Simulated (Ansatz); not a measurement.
Y (hcp): a workflow

**What was measured.** A cell as deposited of hexagonal Y (space group P6_3/mmc), temperature not stated, from the Crystallography Open Database (1960), has a, c = 3.651, 5.747 Å and 33.18 Å³/atom.

Level of theory: DFT, r²SCAN, scalar-relativistic, no spin polarisation; plane waves to 500 eV with PAW datasets (Ansatz 0.2.0), 14×14×8 k-mesh, Gaussian smearing of 0.05 eV. The datasets are Ansatz's generated set soft_2.

The first cell, 0 % under the database's volume:

```yaml
crystal:
  lattice:
    - [3.65000, 0.00000, 0.00000]
    - [-1.82500, 3.16099, 0.00000]
    - [0.00000, 0.00000, 5.73415]
  atoms:
    - { symbol: Y, position: [0.33333, 0.66667, 0.75000] }
    - { symbol: Y, position: [0.66667, 0.33333, 0.25000] }
```

The first steps of the search for zero pressure:

| run | level | k-mesh | kind | V (Å³/atom) | P (GPa) | gap on the mesh (eV) |
| --- | --- | --- | --- | --- | --- | --- |
| 1 | PBE, 420 eV | 6×6×4 | cell and atoms relaxed | 32.99 | 0.0 | metal |

**Question.** At which volume does r²SCAN reach zero pressure?

**Answer.** 33.42 Å³/atom, about 1.0 % over the start.

The steps that followed:

| run | level | k-mesh | kind | V (Å³/atom) | P (GPa) | E − E(final) (meV/atom) | gap on the mesh (eV) |
| --- | --- | --- | --- | --- | --- | --- | --- |
| 2 | r²SCAN | 14×14×8 | shape and atoms relaxed, volume fixed | 32.99 | 0.5 | 0.7 | metal |
| 3 | r²SCAN | 14×14×8 | shape and atoms relaxed, volume fixed | 33.12 | 0.4 | 0.3 | metal |
| 4 | r²SCAN | 14×14×8 | shape and atoms relaxed, volume fixed | 33.42 | 0.0 | 0.0 | metal |

The cell is relaxed to zero pressure at this level.

The final structure (symmetry read at 0.01 Å). The structure is hexagonal, space group P6_3/mmc (No. 194). The conventional cell has a = 3.683 Å, b = 3.683 Å, c = 5.691 Å, α = 90.00°, β = 90.00°, γ = 120.00°. Around Y (site symmetry -6m2) lie 12 Y at 3.55 to 3.68 Å. (Neighbours are counted to 15 % beyond the shortest distance.)

- At the final geometry the gap, band path included, is zero (metallic).
- The runs in the table took roughly 1.4 core-minutes.

**Comparison.** The computed cell (3.683, 5.691 Å, 33.42 Å³/atom) differs from the database's by +0.7 % in volume, about +0.2 % in length. The axes miss by +0.9 %, −1.0 %, so errors cancel in the volume. The static lattice lacks zero-point motion and thermal expansion, so this level's own overestimate is larger than the figure.
